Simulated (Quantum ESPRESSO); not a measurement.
# Computed records: MgGa₃P₃S (made-up cell)

Calculation on a made-up crystal cell, not a measurement: periodic Kohn-Sham density functional theory in plane waves with PseudoDojo standard norm-conserving scalar-relativistic pseudopotentials, each functional with its own files (v0.5 for PBE, v0.4.1 for LDA and PBEsol), no spin polarisation, no spin-orbit coupling, atoms not relaxed, stress positive in tension, energies less a fixed whole-eV offset for each atom's element; levels are Kohn-Sham levels at fractions of this cell's reciprocal vectors, counted from the reference band (half the neutral cell's valence electrons, rounded up) at Gamma; error bars cover cutoff and k-mesh only, not smearing or the files; added strain carries the atoms with the cell, and shear is the tensor component; each bar is the largest change over components, and at least 0.002 eV, 0.002 eV per angstrom or 0.02 GPa; energies are for the whole cell, and the offsets were chosen from early runs and are not element reference energies. Program: Quantum ESPRESSO 7.5.

### MgGa₃P₃S (made-up cell)

```
MgGa3P3S
1.0
      5.6747    -0.0009    -0.0604
     -0.0009     5.5603    -0.0478
     -0.0604    -0.0478     5.5669
Ga Mg P S P
3 1 2 1 1
Direct
  0.00501 0.01301 0.00723
  -0.01682 0.49814 0.50667
  0.50309 0.03205 0.50136
  0.49772 0.48222 -0.00391
  0.24418 0.25419 0.26668
  0.24077 0.75026 0.75232
  0.76449 0.25183 0.75845
  0.74057 0.75156 0.26253
```

```
lattice type             : zincblende/diamond
functional               : pbe
cutoff                   : 1143 eV
fermi dirac smearing     : 0.025 eV
scf tolerance            : 1e-07 eV
electrons removed        : 0
k mesh                   : 4 x 4 x 4, shifted by half a step
free energy less offsets : -1.311 eV
smearing term minus ts   : 0 eV
scf iterations           : 10
pressure                 : -0.2454 GPa
stress xx                : 0.6452 GPa
stress yy                : 0.6209 GPa
stress zz                : -0.5299 GPa
stress yz                : 0.004457 GPa
stress xz                : -2.061 GPa
stress xy                : 0.1931 GPa
reference band           : 35
error bar energy         : 0.006489 eV
error bar stress         : 0.02 GPa
error bar force          : 0.00517 eV/Å
error bar next band up   : 0.002 eV
error bars from          : tighter rerun of a related cell
```

Atoms:
| atoms element | atom site | atom energy offset (eV) |
| --- | --- | --- |
| Ga | 1 | -2080 |
| Ga | 2 | -2080 |
| Ga | 3 | -2080 |
| Mg | 4 | -1617 |
| P | 5 | -189 |
| P | 6 | -189 |
| S | 7 | -302 |
| P | 8 | -189 |

Forces:
| site | x (eV/Å) | y (eV/Å) | z (eV/Å) |
| --- | --- | --- | --- |
| 1 | 0.4799 | -1.813 | 0.6698 |
| 2 | 0.9986 | 1.182 | -0.5481 |
| 3 | -0.5696 | -2.093 | -0.07923 |
| 4 | -0.4159 | 0.7907 | 0.3649 |
| 5 | -0.5283 | 0.5026 | 0.01751 |
| 6 | 0.01818 | 0.7664 | -0.1276 |
| 7 | -0.1384 | -0.1209 | -0.1851 |
| 8 | 0.1555 | 0.785 | -0.1121 |

Levels:
| level k point | next band up (eV) |
| --- | --- |
| Gamma | 0.541 |
| (1/2,1/2,1/2) | 0.5581 |
| (0.15,0,0) | 1.059 |
| (0,0.15,0) | 1.044 |
| (0,0,0.15) | 1.08 |
